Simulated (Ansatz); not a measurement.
Moving the functional in Ga3Sb

```
CELL_PARAMETERS angstrom
-2.15880 2.15880 4.76048
2.15880 -2.15880 4.76048
2.15880 2.15880 -4.76048
ATOMIC_POSITIONS crystal
Sb 0.00000 0.00000 0.00000
Ga 0.50000 0.50000 0.00000
Ga 0.25000 0.75000 0.50000
Ga 0.75000 0.25000 0.50000
```

The cell comes from a database or a generator and needn't be the stable form of this composition.

Kept alike: task band structure; k mesh 9 × 9 × 9; occupations fermi-dirac, width 0.05 eV; no spin polarisation. Program: Ansatz, all-electron LAPW, scalar-relativistic. The mesh is that of the run's cell of 4 atoms. No spin-orbit coupling.

| run | pressure (GPa) |
| --- | --- |
| A | -3.54 |
| B | -0.54 |
| C | -4.85 |

Pressure is positive in compression. For a metal such a mesh leaves the last digits unconverged.

Task: The runs differ in the functional alone: LDA; PBE; PBEsol. Which run is which?

Result: Run A is PBEsol; run B is PBE; run C is LDA. The pressure runs from -4.85 (LDA) to -0.54 GPa (PBE). From PBE: LDA -4.31; PBEsol -3.00.
